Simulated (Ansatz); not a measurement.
Here is an unrelaxed guess for Al5As.

```yaml
crystal:
  lattice:
    - [0.00000, 3.51699, 3.51699]
    - [3.51699, 0.00000, 3.51699]
    - [3.51699, 3.51699, 0.00000]
  atoms:
    - { symbol: Al, position: [0.37500, 0.37500, 0.87500] }
    - { symbol: Al, position: [0.37500, 0.87500, 0.37500] }
    - { symbol: Al, position: [0.87500, 0.37500, 0.37500] }
    - { symbol: Al, position: [0.37500, 0.37500, 0.37500] }
    - { symbol: Al, position: [0.75000, 0.75000, 0.75000] }
    - { symbol: As, position: [0.00000, 0.00000, 0.00000] }
```

All numbers below come from DFT PBE, scalar-relativistic, plane waves, PAW in Ansatz. Plane waves to 420 eV, a k mesh through Γ of 4×4×4 on the computed 6-atom cell and Gaussian smearing (0.10 eV); no spin polarisation.

Formation energies are uncorrected and refer to the elements' standard structures at the same level.

Problem. Estimate its pressure, forces and energy as it stands.

Solution. The pressure is 21.2 GPa (it wants to expand), the largest force is 0.46 eV/Å, and the energy is +0.44 eV/atom against the elements. The shortest distance is 2.49 Å.

Problem. Is it a good guess?

Solution. A rough one: relaxing gains about 0.20 eV/atom (the start's value is from the coarse mesh, so the gain is rough) in 8 ionic steps and ends at +0.24 eV/atom on the finer mesh. The symmetry stays F-43m (No. 216). The volume per atom grows by 23.0 %, from 14.5 to 17.8 Å³. The shortest distance goes from 2.49 Å (Al–Al) to 2.65 Å (Al–Al). Conventional cell: a = 7.536 Å. Al on a site of symmetry 3m has 6 Al at 2.65–2.67 Å, 3 Al at 3.12 Å and 3 As at 3.13 Å; Al on a site of symmetry -43m is surrounded by 12 Al at 3.12 Å and 4 As at 3.26 Å; As has 16 Al at 3.13–3.26 Å.

The last run used a 10×10×10 mesh for its 6-atom cell and Gaussian smearing of 0.10 eV. The reference form of As is held partly by dispersion forces, which this level lacks. The relaxation can't lower the symmetry of the start, and the grade says only how near the guess is to its own end. A structure relaxed within its symmetry needn't be a true minimum. Another cell of Al5As relaxed alike, in Cmmm, lies 41 meV/atom lower, so this cell isn't the stable form at this level.
